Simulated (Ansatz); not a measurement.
Input and output of a relaxation of cell and atoms on rocksalt BBi (the PAW code Ansatz, r2SCAN). The starting cell comes from a relaxation with PBE.

Input (YAML):
```yaml
crystal:
  lattice:
    - [0.0, 2.6368611746, 2.6368611746]
    - [2.6368611746, 0.0, 2.6368611746]
    - [2.6368611746, 2.6368611746, 0.0]
  atoms:
    - { symbol: B, position: [0.0, 0.0, 0.0] }
    - { symbol: Bi, position: [0.5, 0.5, 0.5] }
kpoints:
  mp_grid: { grid: [8, 8, 8] }
hamiltonian:
  xc: r2scan
scf:
  occupations: { method: fermi_dirac, width: 0.02 }
relax:
  f_tol: 0.005
  cell: {}
```

Run as `ansatz run input.yaml --threads 2 --pin off --max-ram 2211MiB --backend cpu --events-out ev --progress --plain --runs-dir out`. Wall time 8.8 s on 2 threads of Arm Neoverse N1, with other jobs on the host; peak host memory 0.44 GiB.

What the program printed (shortened):
```
Functional definition: r2SCAN
Crystal: 2 atoms, lattice volume = 36.668 Å³
Basis set: ecut = 500 eV, 941 PW (Γ)
Bands: 13, of which v1, the nominal top of the filled ones, is band 9 counted from 1 (8 counted from 0)
Symmetry: 48 space group operations
Space group: Fm-3m (ITA 225)
k-points: 29 of 512
preconditioner: auto → none  [σ=0.020 eV  ℏωp=26.0 eV]
relax step 1: F+E_penalty+E_count = -12565.12976434 eV  P = -1.025 GPa  Ω = 36.668 Å³
relax step 2: F+E_penalty+E_count = -12565.12883907 eV  P = +1.459 GPa  Ω = 35.674 Å³  (rejected)
relax step 3: F+E_penalty+E_count = -12565.13124891 eV  P = -0.038 GPa  Ω = 36.252 Å³
relax step 4: F+E_penalty+E_count = -12565.13117077 eV  P = -0.040 GPa  Ω = 36.252 Å³  (SCF on a basis re-selected at this cell)
SCF converged after 4 iterations
Free energy (F): -12565.131171 eV
Internal energy: -12565.130780 eV  (E = F + TS)
E sigma→0 (E₀):  -12565.130975 eV
Entropy (-TS):   -0.000391 eV (-0.195 meV/atom)
Fermi energy:    12.203311 eV
--- Stress (GPa, compression-positive) ---
       -0.040059       0.000000       0.000000
        0.000000      -0.040059       0.000000
        0.000000       0.000000      -0.040059
  P = ⅓ Tr σ = -0.0401 GPa (-0.401 kbar)
--- Relaxed structure (3 steps of the walk, 2 accepted, 1 SCFs on fresh bases) ---
  F+E_penalty+E_count = -12565.13117077 eV
  cell:  # Å, volume = 36.2516 Å³
    - [0.000000, 2.626833, 2.626833]
    - [2.626833, 0.000000, 2.626833]
    - [2.626833, 2.626833, 0.000000]
  atoms:
    - { symbol: B, position: [0.000000, 0.000000, 0.000000] }
    - { symbol: Bi, position: [0.500000, 0.500000, 0.500000] }
```

The walk took 3 steps and changed the volume by -1.1 %. The last SCF, on a fresh basis, lies 0.7 meV an atom below the first. At the end: it is cubic, Fm-3m (No. 225); a = 5.254 Å in the conventional setting, 18.13 Å³ an atom. Around B lie 6 Bi at 2.63 Å; around Bi lie 6 B at 2.63 Å.

Simulation only: spin-unpolarised, and no claim that this is the phase found in nature.

Overlapping bands make a metal at that level, for which these meshes are coarse; small forces, stresses and energy differences are uncertain. A small overlap in a semilocal functional can be an artefact that a hybrid or GW lifts.
